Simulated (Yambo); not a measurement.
Consider the following.

```xyz
4
Lattice="4.4822 0.0000 0.0000 -2.2411 3.8817 0.0000 0.0000 0.0000 7.3340" Properties=species:S:1:pos:R:3 pbc="T T T"
Ag     0.0000     2.5878     0.0199
Ag     2.2411     1.2939     3.6869
I      0.0000     2.5878     2.7663
I      2.2411     1.2939     6.4333
```

Workflow: LDA (Quantum ESPRESSO, PseudoDojo norm-conserving, 86 Ry, without SOC), then G0W0 in Yambo (3×3×2 Γ-centred k mesh, bands 9 to 204 and a 7 Ry block in the screening, 204 bands in G with the Bruneval-Gonze terminator, plasmon pole fitted at 27.2 eV).

Question: Give the LDA and G0W0 gaps between the band edges found on this mesh, and say where the edges lie.

Answer: Edges: Γ → Γ. LDA: 1.09 eV; G0W0: 2.35 eV. Nearest settings tried, and what they do to the gap: 159 bands in W, 159 bands in G: +6 meV; 6 Ry block (245 vectors against 299): -15 meV; 3×3×1 mesh: -123 meV. So the settings aren't converged at that level. The k mesh is coarse. Without spin-orbit coupling, band edges of such heavy elements can be off by tenths of an eV.

Geometry relaxed with LDA.
